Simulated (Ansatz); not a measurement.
Relaxed-ion elastic tensor of ZrAl3 (Cu3Au type, Pm-3m) in GPa (Voigt order), the program Ansatz at the PBEsol level (PAW); density 4.24 g/cm³, 16.87 Å³ per atom.

```
 192  67.9  67.9   0.0   0.0   0.0
67.9   192  67.9   0.0   0.0   0.0
67.9  67.9   192   0.0   0.0   0.0
 0.0   0.0   0.0  79.9   0.0   0.0
 0.0   0.0   0.0   0.0  79.9   0.0
 0.0   0.0   0.0   0.0   0.0  79.9
```

Task: Is the crystal mechanically stable?

Result: Yes: the smallest eigenvalue of C is 79.9 GPa.

Task: Work out the Voigt, Reuss and Hill averages.

Result: K_V = 109, K_R = 109, K_H = 109; G_V = 72.7, G_R = 71.5, G_H = 72.1 GPa.

Task: Give Young's modulus, Poisson's ratio, Pugh's ratio and the universal anisotropy index.

Result: E = 9KG/(3K + G) = 177 GPa; ν = 0.23; K/G = 1.51 (brittle by the Pugh limit of 1.75); A_U = 5G_V/G_R + K_V/K_R − 6 = 0.08.

Task: Estimate the sound speeds and the Debye temperature.

Result: v_l = √((K + 4G/3)/ρ) = 6960 m/s, v_t = √(G/ρ) = 4120 m/s, mean 4570 m/s; Θ = (h/k)(3n/4πV)^(1/3) v_m = 530 K.

Task: Give the Zener ratio and Young's modulus along [100], [110] and [111].

Result: A = 2C44/(C11 − C12) = 1.29; 1/E = S11 − 2(S11 − S12 − S44/2)Γ with Γ = 0, 1/4, 1/3 gives 156, 182, 193 GPa.

Task: Solve the Christoffel equation for the three sound speeds along [100], [110], [111].

Result: Eigenvalues of C_ijkl n_j n_l equal ρv². In km/s, slowest first: [100] 4.34, 4.34, 6.72; [110] 3.82, 4.34, 7.03; [111] 4.00, 4.00, 7.13.

The workflow started from a Materials Project entry (that database holds measured and hypothetical structures alike); the Crystallography Open Database copy checked does not list it. COD files the formula under space group No. 139, so this cell is another polymorph or a model. With Zr and Al taken as one species the cell has the higher symmetry Fm-3m, so it may be an ordered model of a mixed-site phase. Whether it is the stable phase at ambient conditions was not checked. The cell was relaxed with PBEsol under the symmetry of its start; of distortions, only those at the zone centre were tested. No spin polarisation was allowed. As this level gives no gap, shear constants depend on the k-mesh and smearing (Fermi–Dirac, 0.1 eV here).

Potentials: the later of the program's two PAW sets.
